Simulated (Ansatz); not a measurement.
Cu Kα1 powder pattern (kinematic, no thermal factors).
```json
{"2θ (°)": "24.33", "relative intensity": "4"}
{"2θ (°)": "24.66", "relative intensity": "42"}
{"2θ (°)": "34.92", "relative intensity": "100"}
{"2θ (°)": "43.42", "relative intensity": "38"}
{"2θ (°)": "49.86", "relative intensity": "8"}
{"2θ (°)": "50.40", "relative intensity": "5"}
{"2θ (°)": "50.57", "relative intensity": "7"}
{"2θ (°)": "56.40", "relative intensity": "10"}
{"2θ (°)": "56.89", "relative intensity": "25"}
{"2θ (°)": "68.22", "relative intensity": "20"}
{"2θ (°)": "68.81", "relative intensity": "6"}
{"2θ (°)": "73.75", "relative intensity": "5"}
{"2θ (°)": "74.18", "relative intensity": "23"}
{"2θ (°)": "79.69", "relative intensity": "6"}
{"2θ (°)": "83.72", "relative intensity": "9"}
{"2θ (°)": "84.83", "relative intensity": "1"}
{"2θ (°)": "89.65", "relative intensity": "6"}
```

The pattern is computed from a structure relaxed with Ansatz 0.2.0, DFT PBE, scalar-relativistic, plane waves, PAW. Collinear spin, ending at 0.5 μB a primitive cell. Its elements are Bi, F, Nb.

Q: Give the structure.

A: NbBiF.
Space group P-6m2 (No. 187). a = 4.165 Å, b = 4.165 Å, c = 3.655 Å, α = 90.00°, β = 90.00°, γ = 120.00°
| atom | site | symmetry | x | y | z |
| --- | --- | --- | --- | --- | --- |
| Nb | 1d | -6m2 | 0.3333 | 0.6667 | 0.5000 |
| Bi | 1e | -6m2 | 0.6667 | 0.3333 | 0.0000 |
| F | 1b | -6m2 | 0.0000 | 0.0000 | 0.5000 |

A pattern alone doesn't exclude other cells with like lines; this is the one computed.

Another cell of NbBiF relaxed alike, in P4/mmm, lies 149 meV/atom lower, so this cell isn't the stable form at this level.

It was reached by relaxing an invented guess, and it needn't be the stable form of this composition.
